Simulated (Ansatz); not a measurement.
BN:
```xyz
12
Lattice="2.5288 0.0000 0.0000 -1.2644 2.1900 0.0000 0.0000 0.0000 12.4432" Properties=species:S:1:pos:R:3 pbc="T T T"
B      0.0000     0.0000     0.0009
B      0.0000     0.0000     6.2225
B      1.2644     0.7300    10.3609
B      0.0000     1.4600     4.1392
B      1.2644     0.7300     2.0725
B      0.0000     1.4600     8.2941
N      0.0000     0.0000    10.8804
N      0.0000     0.0000     4.6588
N      1.2644     0.7300     8.8108
N      0.0000     1.4600     2.5892
N      1.2644     0.7300     0.5219
N      0.0000     1.4600     6.7435
```

Relaxed with LDA.

Question: Give the optical modes at the zone centre with their infrared and Raman activity from DFPT, LDA (plane waves, PAW; program Ansatz).

Answer: Transverse frequencies, without the LO–TO term; a row sums one degenerate level.

```tsv
ω (cm⁻¹)	degeneracy	IR ((D/Å)²/amu)	Raman (Å⁴/amu)	activity	symmetry
249	2	0.00	0	silent	E2
255	2	0.00	0	silent	E2
421	2	0.00	0	silent	E1
428	2	0.00	0	silent	E1
444	1	0.00	0	silent	B1
448	1	0.00	0	silent	B1
484	2	0.00	0	silent	E2
801	1	0.00	0	silent	A1
807	1	0.07	0.25	IR+Raman	A1
986	1	0.00	0	silent	B1
1001	2	0.00	6.2	Raman	E2
1009	2	0.67	0.46	IR+Raman	E1
1029	2	0.31	0.46	IR+Raman	E1
1052	2	0.00	31	Raman	E2
1059	2	0.00	1.8	Raman	E2
1061	1	80.31	45	IR+Raman	A1
1073	2	155.19	22	IR+Raman	E1
1143	1	0.00	0	silent	B1
1215	1	0.29	0.29	IR+Raman	A1
1223	1	0.01	0.054	Raman	A1
1270	1	0.00	0	silent	B1
1282	1	0.00	0	silent	B1
```

Question: How high does the top mode go among those that the LO–TO term moves?

Answer: 1297 cm⁻¹ for q along x, 1297 cm⁻¹ for q along y, 1291 cm⁻¹ for q along z.

Space group P6_3mc. The cell is a constructed one: a structure type filled with these elements. Its sites differ from those of the usual phase in this space group: another stacking or structure type. The cell was relaxed with LDA under the symmetry of its start; phonons on a q-mesh show no instability.

Potentials: the later of the program's two PAW sets.
